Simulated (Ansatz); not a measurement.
Input, command and steps of an Ansatz relaxation.

```yaml
crystal:
  lattice:
    - [-3.1629357909, 3.1629357909, 2.7791264965]
    - [3.1629357909, -3.1629357909, 2.7791264965]
    - [3.1629357909, 3.1629357909, -2.7791264965]
  atoms:
    - { symbol: Zr, position: [0.6680064371, 0.1680064371, 0.8360128743] }
    - { symbol: Zr, position: [0.3319935629, 0.8319935629, 0.1639871257] }
    - { symbol: Zr, position: [0.8319935629, 0.6680064371, 0.5] }
    - { symbol: Zr, position: [0.1680064371, 0.3319935629, 0.5] }
    - { symbol: Ir, position: [0.75, 0.75, 0.0] }
    - { symbol: Ir, position: [0.25, 0.25, 0.0] }
basis:
  ecutwfc: 500
kpoints:
  mp_grid: { grid: [8, 8, 8] }
hamiltonian:
  xc: r2scan
scf:
  occupations: { method: gaussian, width: 0.1 }
output:
  forces: true
  stress: true
  eigenvalues: true
relax:
  adjacent_minimum: "off"
  f_tol: 0.01
  max_steps: 30
  cell: { stress_tol: 0.1, fix: [volume] }
```

```bash
ansatz run input.yaml --threads 2 --pin off --max-ram 5120MiB --backend cpu --events-out ev --progress --plain --runs-dir out
```

Level of theory: DFT r2SCAN, scalar-relativistic, plane waves, PAW in Ansatz.

The volume is held at 0.91 times that of the relaxed cell.

Of 5 frames 4 are shown, positions in Å and forces in eV/Å; the SCF threshold varies from step to step. Steps run on the plane waves of an earlier cell, with a Pulay correction in the pressure. The basis is chosen afresh for the last frame, the zero of the energies, and at times for earlier ones too; energy and pressure step there, also at an unchanged geometry. The mark taken_back stands on steps that the optimiser undid.

```xyz
6
Lattice="-3.1629 3.1629 2.7791 3.1629 -3.1629 2.7791 3.1629 3.1629 -2.7791" Properties=species:S:1:pos:R:3:forces:R:3 pbc="T T T" step=1 free_energy_over_end_meV_per_atom=1.78 pressure_GPa=15.94
Zr    1.0628    4.2257    0.0000   -0.1534   -0.1534    0.0000
Zr    2.1001   -1.0628    2.7791    0.1534    0.1534    0.0000
Zr    1.0628    2.1001    2.7791   -0.1534    0.1534    0.0000
Zr    2.1001    1.0628    0.0000    0.1534   -0.1534    0.0000
Ir    0.0000    0.0000    4.1687    0.0000    0.0000    0.0000
Ir    0.0000    0.0000    1.3896    0.0000    0.0000    0.0000
6
Lattice="-3.1658 3.1658 2.7741 3.1658 -3.1658 2.7741 3.1658 3.1658 -2.7741" Properties=species:S:1:pos:R:3:forces:R:3 pbc="T T T" step=2 free_energy_over_end_meV_per_atom=19.17 pressure_GPa=12.41 taken_back
Zr    0.9949    4.1607    0.0000    0.5592    0.5592    0.0000
Zr    2.1709   -0.9949    2.7741   -0.5592   -0.5592    0.0000
Zr    0.9949    2.1709    2.7741    0.5592   -0.5592    0.0000
Zr    2.1709    0.9949    0.0000   -0.5592    0.5592    0.0000
Ir    0.0000    0.0000    4.1612    0.0000    0.0000    0.0000
Ir    0.0000    0.0000    1.3871    0.0000    0.0000    0.0000
6
Lattice="-3.1708 3.1708 2.7654 3.1708 -3.1708 2.7654 3.1708 3.1708 -2.7654" Properties=species:S:1:pos:R:3:forces:R:3 pbc="T T T" step=3 free_energy_over_end_meV_per_atom=0.02 pressure_GPa=14.97
Zr    1.0486    4.2194    0.0000   -0.0084   -0.0084    0.0000
Zr    2.1221   -1.0486    2.7654    0.0084    0.0084    0.0000
Zr    1.0486    2.1221    2.7654   -0.0084    0.0084    0.0000
Zr    2.1221    1.0486    0.0000    0.0084   -0.0084    0.0000
Ir    0.0000    0.0000    4.1481    0.0000    0.0000    0.0000
Ir    0.0000    0.0000    1.3827    0.0000    0.0000    0.0000
6
Lattice="-3.1687 3.1687 2.7691 3.1687 -3.1687 2.7691 3.1687 3.1687 -2.7691" Properties=species:S:1:pos:R:3:forces:R:3 pbc="T T T" step=5 free_energy_over_end_meV_per_atom=0.00 pressure_GPa=14.95
Zr    1.0474    4.2161    0.0000    0.0036    0.0036    0.0000
Zr    2.1212   -1.0474    2.7691   -0.0036   -0.0036    0.0000
Zr    1.0474    2.1212    2.7691    0.0036   -0.0036    0.0000
Zr    2.1212    1.0474    0.0000   -0.0036    0.0036    0.0000
Ir    0.0000    0.0000    4.1536    0.0000    0.0000    0.0000
Ir    0.0000    0.0000    1.3845    0.0000    0.0000    0.0000
```

Time: 68 s on 2 threads of Oxide Virtual Turin-like Processor (Zen 5), on a shared host, peak memory 0.92 GiB.

Spin–orbit coupling is left out, which can shift energies with elements as heavy as these.